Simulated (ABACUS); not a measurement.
Set-up for a self-consistent single point of Te (Pmc2_1, 4 atoms in the cell; from Materials Project mp-1178952, changed as shown).

```
Te
1.0
    3.06815     0.00000     0.00000
    0.00000     4.64805     0.00000
    0.00000     0.00000     8.80590
Te
4
Direct
  0.50000   0.54527   0.76081
  0.50000   0.45473   0.26081
  0.50000   0.98747   0.00919
  0.50000   0.01253   0.50919
```

Level of theory: LDA (PW92), PseudoDojo 0.4 standard norm-conserving LDA (tails mended) pseudopotentials (plane waves; ABACUS).

ABACUS settings:

KPT: Gamma 8 6 4 0 0 0
basis_type: pw
dft_functional: PWLDA
ecutwfc: 82.3 Ry
smearing_method: fd
smearing_sigma: 0.00999582 Ry
potentials: PseudoDojo 0.4 standard norm-conserving LDA (tails mended)
symmetry: 1
symmetry_prec: 1e-05
ks_solver: dav_subspace
scf_nmax: 100
scf_thr: 1.0e-09 Ry
mixing_type: broyden
mixing_beta: 0.4

Results:

```
Item                                                       Value
------------------------------------------------  --------------
Number of valence electrons                                   64
Number of bands                                               42
Number of k-points after the program's reduction              60
Number of plane waves (most at a k-point)                  10746
Number of SCF iterations                                       8
FFT grid                                           36 × 54 × 100
Free energy E − TS                                -11380.8681 eV
Fermi level (on the code's own zero)                    10.01 eV
Pressure                                               -0.20 GPa
Largest force (vector length)                         0.207 eV/Å
```

Forces (eV/Å):
```
atom     Fx      Fy      Fz
----  -----  ------  ------
Te1   0.000  -0.201  -0.050
Te2   0.000   0.201  -0.050
Te3   0.000   0.066   0.050
Te4   0.000  -0.066   0.050
```

Stress (GPa, positive for compression):
```
-0.13   0.00   0.00
 0.00  -0.45   0.00
 0.00   0.00  -0.02
```

For comparison: a first run was changed to give this one (lattice scaled by 0.98), and from it to this one the free energy falls by 22.1 meV/atom, the pressure goes from -3.27 to -0.20 GPa and the largest force goes from 0.040 to 0.207 eV/Å.

The structure comes from a collection of computed structures, made at another level of theory; the collection holds predicted forms beside known ones. No clean gap shows at this smearing width and mesh (spacing up to 0.26 Å⁻¹); the mesh is coarse for partly filled bands, so the values carry mesh errors. Semi-local functionals can close small gaps.

Cost on one core: around 5 core-minutes (rough).

“Tails mended”: in these copies of the files the far tail of each local potential was reset to the Coulomb form.
